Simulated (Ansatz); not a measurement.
A trial structure of NiPtC4N4 was built thus: stacked square cyanide-bridged sheets (P4/mmm, No. 123). The dimensions are guesses.

```
Ni Pt C N
1.0
     7.20471    0.00000    0.00000
     0.00000    7.20471    0.00000
     0.00000    0.00000    3.96300
Ni Pt C N
1 1 4 4
Direct
  0.50000 0.50000 0.00000
  0.00000 0.00000 0.00000
  0.18814 0.81186 0.00000
  0.81186 0.18814 0.00000
  0.18814 0.18814 0.00000
  0.81186 0.81186 0.00000
  0.30297 0.69703 0.00000
  0.69703 0.30297 0.00000
  0.30297 0.30297 0.00000
  0.69703 0.69703 0.00000
```

Method: DFT PBE, scalar-relativistic, plane waves, PAW in Ansatz 0.2.0. Cutoff 420 eV, Gaussian smearing, Γ-centred meshes. Cell and atoms relax first on a coarse mesh and then on a converged one. In between, the cell is made exact in the group found at 0.06 Å. The steps can't lower the symmetry of their start. Collinear spin, starting moments Ni 2.0 μB; they died out on the coarse mesh, so the last step has no spin.

A guess keeps its type if space group and coordination stay and the shape of the cell changes little (axis ratios within about 15 %, angles within 6°); the volume may change.

Q: Will the relaxed cell still be of the starting type?

A: It keeps its type. The symmetry stays P4/mmm (No. 123). The volume per atom shrinks by 4.0 %, from 20.6 to 19.7 Å³. The shortest distance goes from 1.17 Å (C–N) to 1.16 Å (C–N). The ratio c/a of the conventional cell changes by a factor of 1.04. Counting neighbours within 15 % of an atom's shortest distance, the start has C 1, N 1, Ni 4, Pt 4 and the end C 1, N 1, Ni 4, Pt 4.

The last run used a 4×4×8 mesh (in the run's order of axes) for its 10-atom cell and Gaussian smearing of 0.02 eV. Weakly bound directions are ill-defined at this level, which has no dispersion term. These runs have no spin–orbit coupling, which can matter for Pt. Trial moments died out on the coarse mesh, so the last step has no spin; another magnetic start might hold. Symmetry constrained the relaxation, so the result can be a saddle point.
